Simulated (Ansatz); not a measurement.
## HfN (rock salt), scan of one atom of the cell

Starting cell, HfN (rock salt):

```
HfN
1.0
    0.00000     2.27394     2.27394
    2.27394     0.00000     2.27394
    2.27394     2.27394     0.00000
N Hf
1 1
Direct
  0.00000   0.00000   0.00000
  0.50000   0.50000   0.50000
```

Scan: atom 2 (Hf, nearest neighbour N at 2.274 Å; its periodic images, 3.2 Å or more away, move with it) is displaced towards the nearest neighbour, direction (-1.000, 0.000, 0.000) in Cartesian axes, by s. The other atoms stay.

The numbers are results of PBE (plane waves to 420 eV, PAW, scalar-relativistic; Ansatz, a program for electronic structure), not measurements. k mesh 14×14×14 (Γ-centred), Fermi-Dirac smearing 0.05 eV. Energies are smeared free energies. Compression counts positive. With partly filled bands, energies and forces of such displacements shift with the k mesh and the smearing. F∥ is the force on the atom along that direction. HfN is run without spin polarisation. HfN was relaxed with its symmetry unable to fall. Spin-orbit coupling is left out, though Hf is heavy. The zero of ΔE is the undisplaced structure.

```
s (Å)   ΔE (meV/cell)  F∥ (eV/Å)  P (GPa)
------  -------------  ---------  -------
-0.230            298      2.688      6.8
-0.184            189      2.093      4.3
-0.138            105      1.535      2.4
-0.092             47      1.013      1.1
-0.046             12      0.509      0.3
0.000               0      0.000      0.0
0.046              12     -0.509      0.3
0.092              47     -1.013      1.1
0.138             105     -1.535      2.4
0.184             189     -2.093      4.3
0.230             298     -2.688      6.8
```

Read from the data:

- Energy at s = 0.230 Å: 298 meV/cell
- Force along the line at s = -0.230 Å: 2.69 eV/Å
- Symmetry of the curve: even: the same for both signs
- Shape of the curve: a single well with its minimum at or next to zero displacement
- Force constant k = d²E/ds² at s = 0 (finite differences): 11.1 eV/Å²
- Harmonic estimate at the end of the scan: ½ks² = 293 meV/cell against the computed 298 meV/cell, so the well is close to harmonic there
- Zone-centre optical wavenumber from k: 482 cm⁻¹

(For displaced atoms, the force is minus the slope of the energy, and its curvature is a force constant, which sets phonon frequencies.)
